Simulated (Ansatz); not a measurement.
# Cancellation of cutoff errors in CaMg3

Computed with DFT PBEsol, scalar-relativistic, plane waves, PAW (Ansatz).

```
CELL_PARAMETERS angstrom
4.75395 0.00000 0.00000
0.00000 4.75395 0.00000
0.00000 0.00000 4.75395
ATOMIC_POSITIONS crystal
Ca 0.00000 0.00000 0.00000
Mg 0.50000 0.50000 0.00000
Mg 0.50000 0.00000 0.50000
Mg 0.00000 0.50000 0.50000
```

* Γ-centred k-mesh: 10×10×10
* occupation rule: Gaussian smearing, 0.1 eV
* spin treatment: unpolarised

A second cell has all atoms moved and the lattice slightly strained:

```yaml
crystal:
  lattice:
    - [4.77683, 0.01766, -0.04832]
    - [0.01766, 4.73170, 0.06485]
    - [-0.04832, 0.06485, 4.80213]
  atoms:
    - { symbol: Ca, position: [0.99296, 0.01018, 0.00619] }
    - { symbol: Mg, position: [0.47586, 0.52325, 0.97672] }
    - { symbol: Mg, position: [0.50755, 0.99797, 0.48891] }
    - { symbol: Mg, position: [0.00547, 0.47351, 0.49231] }
```

It ran on a 6×6×6 mesh, another than the first cell's, which shifts the difference by nearly the same amount at every cutoff. Both were run at several values of the cutoff; energies per atom at zero smearing, errors against the largest value (420 eV), which isn't proved converged itself.

| cutoff | error, first cell (meV) | error, second cell (meV) |
| --- | --- | --- |
| 250 eV | 203.12 | 203.50 |
| 300 eV | 19.64 | 19.65 |
| 350 eV | 1.13 | 1.15 |

Problem. At the largest value the second cell lies 16.76 meV/atom above the first. What is the error of that difference at each value, and where does each quantity come within 1 meV/atom?

Solution. The error of the difference is the second cell's error less the first's:
```
cutoff difference (meV) its error (meV)
250 eV             17.14             0.38
300 eV             16.77             0.01
350 eV             16.78             0.02
```

No value below the largest brings the first cell's total energy within 1 meV/atom, while the difference is there from 250 eV on. Most of the error cancels, by a factor of about 536 in the median. A missing short wave mostly misdescribes the region near each nucleus, which both cells share; what doesn't cancel comes largely from the change of volume and bonding.

1 further run of this set isn't shown.